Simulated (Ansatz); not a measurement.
Ansatz (an electronic-structure program) input:

Ansatz 0.2 input:
```yaml
crystal:
  lattice:
    - [3.8391984297, 0.0, 0.0]
    - [0.0, 3.8391984297, 0.0]
    - [0.0, 0.0, 3.8391984297]
  atoms:
    - { symbol: Sc, position: [0.0, 0.0, 0.0] }
    - { symbol: Ni, position: [0.0, 0.5, 0.5] }
    - { symbol: Ni, position: [0.5, 0.0, 0.5] }
    - { symbol: Ni, position: [0.5, 0.5, 0.0] }
    - { symbol: N, position: [0.5, 0.5, 0.5] }
kpoints:
  mp_grid: { grid: [11, 11, 11] }
hamiltonian:
  xc: r2scan
  pseudopotentials: { azcp: { folder: ./paw }, kind: paw }
scf:
  occupations: { method: gaussian, width: 0.05 }
checkpoint: { read: metal.run }
output: { write_density: true, elf: true, volumetric_format: npy }
basis: { fft_grid_basis: typed }
```

Output (shortened):

```
Pseudopotentials: kind: paw
Pseudopotential: Sc, paw, valence charge 11
Pseudopotential: Ni, paw, valence charge 18
Pseudopotential: N, paw, valence charge 5
Functional definition: r2SCAN
Crystal: 5 atoms, lattice volume = 56.588 Å³
Basis set: ecut = 500 eV, 1365 PW (Γ), exchange–correlation on 120×120×120 points (64 copies of the dense FFT grid, shifted against one another)
Bands: 42, of which v1, the nominal top of the filled ones, is band 35 counted from 1 (34 counted from 0)
Symmetry: 48 space group operations
Space group: Pm-3m (ITA 221), of the structure as read, at distance tolerance 3.8e-5 Å
k-points: 56 of 1331
PAW frozen core: Sc, regenerated for the run's functional
PAW frozen core: Ni, regenerated for the run's functional
PAW frozen core: N, regenerated for the run's functional
Initial density: read from a saved state, or passed on in memory by an earlier SCF of this step, an earlier step, the calling program or the single point that …
Stability of the state it starts from, as read at its close in the unpolarized treatment …
Initial wavefunctions: pseudopotential atomic-orbital guess
Eigensolver: davidson
Functional: x = r2scan, c = r2scan; τ floored in thin density (d = 2e-4 eV/Å³)
iter 1 solved again at ethr=2.38e-9 eV; its pass at ethr=3.10e-3 eV (dr2=1.67e-6 eV) is discarded
SCF iter   1: F=—  HF=-20062.889143 eV  |F-HF|=—  |Δ(HF+E_count)|=         —  Δρ=3.45e-7  dr2=3.58e-11  dr2_τ=5.33e-12  ethr=2.38e-9  ⟨swp⟩=4.4  Hψ=16725  notcnv=0
all-band conjugate gradients solve this SCF's bands
preconditioner: auto → Kerker (q_TF=auto, 2.827 Å⁻¹)
SCF iter   2: F=-20062.889143 eV  HF=-20062.889143 eV  |F-HF|=1.09e-11  |Δ(HF+E_count)|=   5.38e-8  Δρ=2.13e-7  dr2=1.51e-11  dr2_τ=9.81e-13  ethr=1.00e-12  ⟨swp⟩=6.5  Hψ=8859  notcnv=0
SCF 1 converged in 2 iterations: F = -20062.889143 eV  dr2 = 1.51e-11
SCF converged after 2 iterations
Free energy (F): -20062.889143 eV
Harris-Foulkes:  -20062.889143 eV  (|F-HF|=1.09e-11)
Internal energy: -20062.886484 eV  (E = F + TS)
E sigma→0 (E₀):  -20062.887813 eV
Entropy (-TS):   -0.002660 eV (-0.532 meV/atom)
Fermi energy:    16.120383 eV
--- Per-component energies (eV) ---
  E_band       = -1118.423141
  E_kinetic    = 1361.620964
  E_local      = -10454.077227  (includes V_loc(G=0)·N_el)
  E_nonlocal   = -161.209026
  E_hartree    = 5438.412288
  E_xc         = -467.641598
  E_vxc        = -680.287286  (∫ρ·V_xc dr)
  E_paw        = -6145.978287  (= ΣΔE_a)
  E_vpaw       = -2106.135788  (= ΣTr[D̂ρ^β])
  E_aug_tail   = 0.001618  (compensation charges beyond the density's cutoff)
  E_vtau       = 44.839244  (kinetic-family band-sum trace: ∫τ·v_τ [+ j·A + Jᵃ·Aᵃ] dr)
  E_ewald      = -9632.846958
  E_core_change = -1.168258  (= ΣΔE_core)
  E_smearing   = -0.002660  (= −TS)
  E_closure    =  0.000000  (closes the sum)
  Σ components = -20062.889143   (vs F -20062.889143, Δ=0.00e0)
  [band-id]    e_kinetic+e_local+e_nonlocal+2·e_hartree+e_vxc+e_vpaw+e_augmentation_tail+e_vtau = -1118.422925   (vs E_band -1118.423141, Δ=2.16e-4)
--- Band table (eV; the first three rows and the last of 56) ---
  k-point 0: bands = ["-90.8023", "-90.7917", "-90.7917", "-49.9383", "-49.9383", "-49.9383", "-49.6117", "-49.6117", "-49.6117", "-49.6061", "-49.6061", "-49.6061", "-35.6873", "-13.3380", "-13.3380", "-13.3380", "-1.7504", "9.6619", "11.0613", "11.0613", "11.0613", "11.9593", "11.9593", "12.4401", "12.4401", "12.4401", "14.1622", "14.1622", "14.1622", "14.6246", "14.6246", "15.2432", "15.2432", "15.2432", "15.4041", "17.8561", "17.8561", "18.0046", "19.4157", "19.4157", "19.4157", "21.9799"]
  k-point 1: bands = ["-90.8021", "-90.7919", "-90.7917", "-49.9382", "-49.9382", "-49.9381", "-49.6120", "-49.6117", "-49.6117", "-49.6063", "-49.6063", "-49.6062", "-35.6870", "-13.3428", "-13.3379", "-13.3379", "-1.7176", "9.6484", "10.8704", "10.9734", "10.9734", "12.0184", "12.0358", "12.4659", "12.5422", "12.5422", "14.1351", "14.1878", "14.1878", "14.6266", "14.6843", "15.2432", "15.2515", "15.2515", "15.3746", "17.8334", "17.8846", "18.1005", "19.2186", "19.2186", "19.4082", "21.6504"]
  k-point 2: bands = ["-90.8015", "-90.7924", "-90.7917", "-49.9379", "-49.9379", "-49.9376", "-49.6128", "-49.6115", "-49.6115", "-49.6068", "-49.6068", "-49.6063", "-35.6862", "-13.3559", "-13.3379", "-13.3379", "-1.6276", "9.4476", "10.6881", "10.7814", "10.7814", "12.1656", "12.1879", "12.5399", "12.7719", "12.7719", "14.0575", "14.2585", "14.2585", "14.6305", "14.7319", "15.2434", "15.2775", "15.2775", "15.2868", "17.7696", "17.9123", "18.4187", "18.7786", "18.7786", "19.3882", "20.9834"]
  k-point 55: bands = ["-90.7953", "-90.7951", "-90.7951", "-49.9927", "-49.9074", "-49.9074", "-49.6359", "-49.6358", "-49.6358", "-49.5858", "-49.5858", "-49.5857", "-35.6794", "-13.3781", "-13.3776", "-13.3776", "-0.4709", "8.1339", "8.1339", "8.1458", "12.5883", "13.0674", "13.1062", "13.1062", "13.8308", "13.8308", "13.8656", "14.4809", "14.4809", "14.9939", "14.9939", "15.2416", "15.4171", "15.8761", "15.8761", "16.3661", "16.3661", "16.4599", "19.4322", "19.4322", "19.6653", "19.6653"]
  band table: 42 of 42 bands, residual norms ≤ 1.0e-3 eV
```

Cost: roughly 10 core-seconds on shared cores.

The start of the workflow was typed in or built on a structure type; neither database checked (COD, Materials Project) lists it. Whether it is the stable phase at ambient conditions was not checked. The r²SCAN relaxation kept the symmetry of its start; whether a distortion lowers the energy is not shown. No spin polarisation was allowed.

Potentials: the earlier of the program's two PAW sets. The files were generated under PBE; for other functionals the program regenerates the frozen cores, and for LDA and PBEsol the local potential too.

Ansatz is a plane-wave DFT program.
